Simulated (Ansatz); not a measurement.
Cs2KCoF6 in space group Fm-3m (No. 225; K on 4b, Cs on 8c, Co on 4a, F on 24e), plane-wave PAW r²SCAN (Ansatz code). The conduction-band minimum lies at X, with 3 equivalent valleys. Second derivatives d²E/dk² of the lowest band at one valley (eV·Å²), along Cartesian directions:

```json
[
 {"direction": "[100]", "d²E/dk²": "3.877"},
 {"direction": "[010]", "d²E/dk²": "1.619"},
 {"direction": "[001]", "d²E/dk²": "1.619"},
 {"direction": "[110]", "d²E/dk²": "2.750"},
 {"direction": "[101]", "d²E/dk²": "2.750"},
 {"direction": "[011]", "d²E/dk²": "1.622"}
]
```

Find the principal effective masses, the density-of-states mass and the conductivity mass.

Off-diagonal terms follow from H_xy = H[110] − (H_xx + H_yy)/2, and m*/mₑ = 7.620 eV·Å² over each eigenvalue: 2.0, 4.7, 4.7. One valley's DOS mass (m₁m₂m₃)^(1/3) = 3.5, conductivity mass 3/(Σ 1/mᵢ) = 3.2 mₑ.

What effective density of states Nc follows at 300 K for parabolic valleys?

Nc = 2.509e19 × 3 × (3.5)^(3/2) ≈ 4.9e20 cm⁻³.

The first step of the workflow began from a Materials Project structure, measured or hypothetical; the Crystallography Open Database copy checked does not list it. Its standing as an ambient phase is unchecked. The r²SCAN relaxation kept the symmetry of its start; whether a distortion lowers the energy is not shown. The run is not spin-polarised. No Hubbard U is applied. Spin–orbit coupling is left out wherever it is not named.

Potentials: the later of the program's two PAW sets.

Edges and masses are those of Kohn–Sham bands, whose gap is no quasiparticle gap.
